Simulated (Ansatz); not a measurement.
Al (simple cubic, Pm-3m) under volume change, PBE (plane waves, PAW; program Ansatz), scaled uniformly.

```tsv
V (Å³/atom)	E − E(relaxed) (meV/atom)	P (GPa)
18.340	…	…
18.945	14.5	4.05
19.549	3.4	1.87
20.154	0.0	0.00
20.759	3.1	-1.59
21.363	11.7	-2.95
21.968	…	…
```

**Question.** Complete the blanks.

**Answer.** 
- 21.968, E − E(relaxed) (meV/atom): 25.1
- 21.968, P (GPa): -4.11
- 18.340, E − E(relaxed) (meV/atom): 34.5
- 18.340, P (GPa): 6.62

**Question.** What does a third-order Birch–Murnaghan fit give for V₀, B₀ and B′?

**Answer.** V₀ = 20.15 Å³/atom, B₀ = 57.3 GPa, B′ = 4.3.

The start of the workflow was typed in or built on a structure type; neither database checked (COD, Materials Project) lists it. It is not the phase usual at ambient conditions (space group No. 225). Symmetry was held in the PBE relaxation; its stability against distortions is not shown here.

Potentials: the earlier of the program's two PAW sets.
